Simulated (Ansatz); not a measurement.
Antifluorite alloy of Li2S and Na2S (40 of 64 Li sites exchanged), 96 atoms

Ansatz, PAW, plane waves. PBEsol relaxation of volume and atoms (shape held) at the single k point (¼, ¼, ¼) without its symmetry partners; single points on the relaxed atoms at the single k point (¼, ¼, ¼) without its symmetry partners, onto which points of the small cell's zone fold. Arrangement: unlike neighbours preferred. No spin–orbit coupling unless named.

Relaxed structure:

```
Na Li S
1.0
    12.51108    0.00000    0.00000
     0.00000   12.51108    0.00000
     0.00000    0.00000   12.51108
Na Li S
40 24 32
Direct
  0.36147 0.12461 0.12834
  0.37295 0.62466 0.12103
  0.37241 0.62007 0.61956
  0.87139 0.12033 0.12849
  0.88202 0.13092 0.62898
  0.88316 0.61872 0.10387
  0.87970 0.62521 0.60277
  0.14272 0.35623 0.13878
  0.11753 0.86264 0.12682
  0.12512 0.87726 0.62748
  0.63236 0.37328 0.12126
  0.61993 0.87198 0.11601
  0.62762 0.88118 0.61248
  0.13102 0.11991 0.38214
  0.13286 0.13172 0.89175
  0.11282 0.61943 0.37325
  0.10742 0.62290 0.88059
  0.62696 0.12052 0.37419
  0.62719 0.12331 0.87648
  0.61625 0.61998 0.36877
  0.12821 0.12973 0.63435
  0.12751 0.62185 0.62897
  0.61977 0.12373 0.12418
  0.62352 0.13239 0.62696
  0.62640 0.62316 0.11808
  0.62678 0.62938 0.61935
  0.37428 0.38188 0.37347
  0.37554 0.88657 0.37273
  0.37297 0.87142 0.87709
  0.88490 0.37788 0.37537
  0.88331 0.39376 0.88278
  0.88120 0.87836 0.37444
  0.87956 0.88586 0.87948
  0.37353 0.37212 0.62866
  0.37410 0.87785 0.62566
  0.87692 0.37581 0.63375
  0.36664 0.61840 0.87345
  0.62891 0.37263 0.37141
  0.62606 0.37279 0.86858
  0.62460 0.87535 0.86755
  0.37468 0.12745 0.63181
  0.12431 0.37436 0.64206
  0.62456 0.38132 0.61677
  0.61693 0.62094 0.86843
  0.10382 0.09927 0.14771
  0.12978 0.60739 0.12788
  0.37501 0.37050 0.87289
  0.38609 0.37147 0.11122
  0.36325 0.87714 0.12366
  0.89378 0.36869 0.12747
  0.87230 0.86903 0.13011
  0.87992 0.88413 0.62902
  0.38292 0.14164 0.39081
  0.37762 0.12970 0.87684
  0.35850 0.63940 0.36256
  0.88304 0.12643 0.38198
  0.88468 0.14061 0.87946
  0.85282 0.64451 0.34271
  0.84354 0.65613 0.84056
  0.13271 0.36938 0.39763
  0.13735 0.37538 0.88717
  0.12754 0.87087 0.37253
  0.13031 0.88397 0.88462
  0.63587 0.86207 0.35542
  0.00306 0.00050 0.00705
  0.99753 0.99819 0.50112
  0.02027 0.48288 0.01789
  0.01908 0.48010 0.50872
  0.48826 0.00000 0.00021
  0.48789 0.01640 0.50204
  0.49749 0.49390 0.99345
  0.50526 0.49417 0.50370
  0.27060 0.26232 0.99159
  0.25401 0.24791 0.50205
  0.24141 0.75130 0.00056
  0.24684 0.75115 0.48912
  0.76337 0.24989 0.99800
  0.75319 0.25229 0.50084
  0.75101 0.74473 0.98668
  0.74942 0.75215 0.48179
  0.23849 0.99233 0.24688
  0.25341 0.00481 0.75945
  0.25162 0.50582 0.25298
  0.24167 0.48554 0.75787
  0.74928 0.98862 0.24901
  0.75967 0.00265 0.74681
  0.76188 0.50079 0.24476
  0.74668 0.51139 0.75109
  0.00130 0.23814 0.25531
  0.00745 0.25740 0.76457
  0.99028 0.74543 0.24676
  0.98862 0.75514 0.74721
  0.49149 0.25085 0.24877
  0.49015 0.24599 0.75407
  0.49354 0.75498 0.24994
  0.50153 0.74380 0.75054
```

**Question.** What are the mean bond lengths by pair (pairs within 1.2 times the sum of covalent radii, less contacts 15 % beyond the pair's median; cation–cation pairs of compounds aside; long ionic contacts are cut short by that bound)?

**Answer.** Li–S 2.591 ± 0.094 Å (standard deviation, 78 bonds); Na–S 2.737 ± 0.055 Å (standard deviation, 160 bonds).

**Question.** What gap lies between the top filled and the lowest empty level in the single points?

**Answer.** r²SCAN 3.88 eV (11 s on NVIDIA H100). Away from Γ this isn't the crystal's band gap.
